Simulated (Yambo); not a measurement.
A free-standing WSe2 monolayer (symmetry P-6m2, slab cell 16.3 Å high), G0W0@LDA in Yambo with this input:

```
rim_cut
gw0
dyson
el_el_corr
HF_and_locXC
ppa
em1d
rim_w
RandQpts= 1000000
RandGvec= 2 Ry
CUTGeo= "slab z"
EXXRLvcs= 86 Ry
VXCRLvcs= 344 Ry
Chimod= "HARTREE"
% BndsRnXp
 12 | 95 |
%
NGsBlkXp= 6 Ry
% LongDrXp
 1.0 | 1.0 | 0.0 |
%
RandGvecW= 1000 mRy
PPAPntXp= 27.2114 eV
% GbndRnge
 1 | 95 |
%
GTermKind= "BG"
DysSolver= "n"
ExtendOut
```

On a 6×6×1 mesh, with wavefunctions cut at 86 Ry, the gap (K → (0.167, 0.167)) is 2.341 eV and the valence edge shifts by 0.012 eV.

**Question.** What happens with this change: 3 Ry block?

**Answer.** The gap falls by 0.051 eV, to 2.290 eV; the shift of the valence edge becomes 0.145 eV. Neither run is shown to be the converged limit.

The standard potential for Se keeps a d shell in the valence without the s and p states of that shell. In tests on such compounds this moved G0W0 gaps by up to about 0.9 eV, so absolute quasiparticle energies here are unreliable; differences between settings are what counts.

Spin-orbit coupling is not included.

Geometry relaxed with LDA; primitive cell a = b = 3.2462 Å, c = 16.3000 Å, α = β = 90.00°, γ = 120.00°.

A shift is the quasiparticle energy of the state minus its LDA energy.
